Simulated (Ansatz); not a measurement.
SrNbO2F:
```cif
data_FNbO2Sr
_chemical_formula_sum 'Sr1 Nb1 O2 F1'
_space_group_name_H-M_alt 'P4/mmm'
_space_group_IT_number 123
_space_group_name_Hall '-P 4 2'
_cell_length_a 4.05119
_cell_length_b 4.05119
_cell_length_c 4.19561
_cell_angle_alpha 90.000
_cell_angle_beta 90.000
_cell_angle_gamma 90.000
loop_
_atom_site_label
_atom_site_type_symbol
_atom_site_symmetry_multiplicity
_atom_site_Wyckoff_symbol
_atom_site_fract_x
_atom_site_fract_y
_atom_site_fract_z
_atom_site_occupancy
Sr1 Sr 1 d 0.50000 0.50000 0.50000 1
Nb1 Nb 1 a 0.00000 0.00000 0.00000 1
O1 O 2 f 0.00000 0.50000 0.00000 1
F1 F 1 b 0.00000 0.00000 0.50000 1
```

Relaxed at zero pressure with DFT-PBEsol in the program Ansatz with PAW potentials.

Task: The volume is raised by 6 % and shape and atoms relax at that volume. What pressure results, and how do the axes share the change?

Result: -7.1 GPa; a 1.4 %, b 1.4 %, c 3.0 %; the energy rises by 19 meV/atom.

Task: Give the new structure.

Result: 
Space group P4/mmm (No. 123); a = 4.109 Å, b = 4.109 Å, c = 4.323 Å, α = 90.00°, β = 90.00°, γ = 90.00°

```csv
atom,site,symmetry,x,y,z
Sr,1d,4/mmm,0.5000,0.5000,0.5000
Nb,1a,4/mmm,0.0000,0.0000,0.0000
O,2f,mmm.,0.0000,0.5000,0.0000
F,1b,4/mmm,0.0000,0.0000,0.5000
```

The phase is kept; no other phase was compared at this pressure.

The start of the workflow was typed in or built on a structure type; neither database checked (COD, Materials Project) lists it. Its standing as an ambient phase is unchecked. Symmetry was held in the PBEsol relaxation. At this level the phase is dynamically unstable (imaginary phonons). The workflow began spin-polarised and lost its moments. The cell computed holds one magnetic atom, so no antiferromagnetic order was within reach.

Potentials: the earlier of the program's two PAW sets. The files were generated under PBE; for other functionals the program regenerates the frozen cores, and for LDA and PBEsol the local potential too.
